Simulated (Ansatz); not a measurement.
The elements of this relaxed trial crystal are hidden behind letters.

```
lattice vectors (Å)
   5.9279    0.0000    0.0000
  -2.9640    5.1337    0.0000
   0.0000    0.0000    5.1076
fractional positions
X 0.3333 0.6667 0.0000
X 0.6667 0.3333 0.0000
Z 0.5000 0.0000 0.5000
Z 0.0000 0.5000 0.5000
Z 0.5000 0.5000 0.5000
Q 0.0000 0.0000 0.0000
```

These are results of DFT PBE, scalar-relativistic, plane waves, PAW (Ansatz 0.2.0), not measurements. Plane waves to 420 eV, a 6×6×8 mesh through Γ for the 6-atom cell and 0.10 eV Gaussian smearing; no spin polarisation.

```
Space group                              : P6/mmm (No. 191)
Conventional cell                        : a = 5.928 Å, c = 5.108 Å
Volume per atom                          : 25.91 Å³
Density                                  : 5.49 g/cm³
Energy over the elements                 : +0.03 eV/atom
Gap on the 6×6×8 mesh of the 6-atom cell : 0 eV (a metal)
```

Energies are uncorrected and count from the elements' standard states at the same level.

Question: X is an s-block element of period 3, Z is a d-block element of period 5 and Q is a p-block element of period 5. Which elements are they?

Answer: X = Mg, Z = Cd, Q = Te, so the formula is Mg2Cd3Te. Density times volume gives a mean mass of 5.49 × 25.91/1.6605 = 85.7 u per atom, and this set has 85.6 u. Around Mg lie 6 Cd at 3.07 Å, 3 Te at 3.42 Å and 3 Mg at 3.42 Å; Cd has 4 Cd at 2.96 Å, 4 Mg at 3.07 Å and 4 Te at 3.91 Å; around Te lie 6 Mg at 3.42 Å and 12 Cd at 3.91 Å. Other sets within the hints have nearly the same mass, so mass alone doesn't settle it; this one was computed.

These runs have no spin–orbit coupling, which can matter for Te. A structure relaxed within its symmetry needn't be a true minimum. Another cell of Mg2Cd3Te relaxed alike, in P6mm, lies 22 meV/atom lower, so this cell isn't the stable form at this level.
